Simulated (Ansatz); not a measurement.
**YPd3: reading a single point**

```xyz
4
Lattice="4.1146 0.0000 0.0000 0.0000 4.1146 0.0000 0.0000 0.0000 4.1146" Properties=species:S:1:pos:R:3 pbc="T T T"
Pd    0.0000    2.0573    2.0573
Pd    2.0573    0.0000    2.0573
Pd    2.0573    2.0573    0.0000
Y     0.0000    0.0000    0.0000
```

Single point in Ansatz 0.2.0 with r2SCAN, no spin polarisation. Cutoff 500 eV, PAW datasets, 8×8×8 Γ-centred k mesh, fermi-dirac filling (width 0.1282 eV).

- Forces: The forces vanish by the symmetry of the sites.
- At the Fermi level: It is a metal, with about 1.4 states/eV a cell as the mean within 0.25 eV of the Fermi level, mostly Pd d (37 %), Y d (30 %) and Y s (19 %).
- Stress: The pressure is -1.9 GPa (compression positive), so with the atoms held at these fractions the cell would first shrink.
- Charges: Bader charges in e: Y +1.74, Pd -0.58. In the mean Y gives up most and Pd takes most.

Origin: a database entry at a rescaled volume.
